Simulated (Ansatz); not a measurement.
Polymorphs of LaWN3, each relaxed with plane-wave PAW PBEsol (Ansatz code):

A: R3c, a = b = 5.6476 Å, c = 13.7300 Å, α = β = 90.00°, γ = 120.00°

B: P2_1/m, a = 5.7948 Å, b = 3.8574 Å, c = 7.8994 Å, α = γ = 90.00°, β = 109.07°

C: R-3c, a = b = 5.633 Å, c = 13.616 Å, α = β = 90.00°, γ = 120.00°

D: Amm2, a = 3.969 Å, b = 7.819 Å, c = 8.189 Å, α = β = γ = 90.00°

Q: Rank these by energy per atom at 0 K (lowest first), as PBEsol gives it.

A: A (+0 meV/atom), D (+18 meV/atom), C (+24 meV/atom), B (+91 meV/atom)

Q: Give each one's gap.

A: A 0.98 eV; B 1.70 eV; C no gap; D no gap.

Standing as an ambient phase not checked: A; B; C; D. Unstable at this level: D. All cells were relaxed under the symmetry of their starts (and spin orders); stability against distortions was not tested throughout. Rows with no word on spin ran without spin polarisation. Spin–orbit coupling is left out wherever it is not named.

Energies hold the estimated change up to a 700 eV cutoff; steps of a few meV lie near the error of the meshes.

Potentials: the later of the program's two PAW sets.
